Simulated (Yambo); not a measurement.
G0W0@LDA for Cs2CaP2O7 (space group Cm, No. 8) in Yambo. Reference settings: 2×2×2 Γ-centred k mesh, 303 bands and a 7 Ry block in the screening, 303 bands in G with the Bruneval-Gonze terminator, plasmon pole fitted at 27.2 eV. The LDA gap Γ → Γ on this mesh is 4.69 eV; G0W0 gaps are taken between the same points.

The settings were changed. The gap went from 7.23 eV to 7.26 eV, and the shift of the valence edge from -1.33 eV to -1.26 eV.

Problem. Name the change that produced these shifts.
A) 197 bands in G, no terminator
B) 118 bands in W, 118 bands in G
C) no terminator
D) 197 bands in W, 197 bands in G

Solution. D, 197 bands in W, 197 bands in G. The others gave (gap, valence shift): 118 bands in W, 118 bands in G: 7.42, -1.16 eV; 197 bands in G, no terminator: 7.05, -0.94 eV; no terminator: 7.14, -1.12 eV.

Geometry of the Materials Project entry, not relaxed at this level; primitive cell a = b = 6.0084 Å, c = 7.4963 Å, α = β = 113.66°, γ = 60.05°.

The structure is a Materials Project entry; no match was found in the copy of COD used, and its stability was not checked.

A shift is the quasiparticle energy of the state minus its LDA energy.
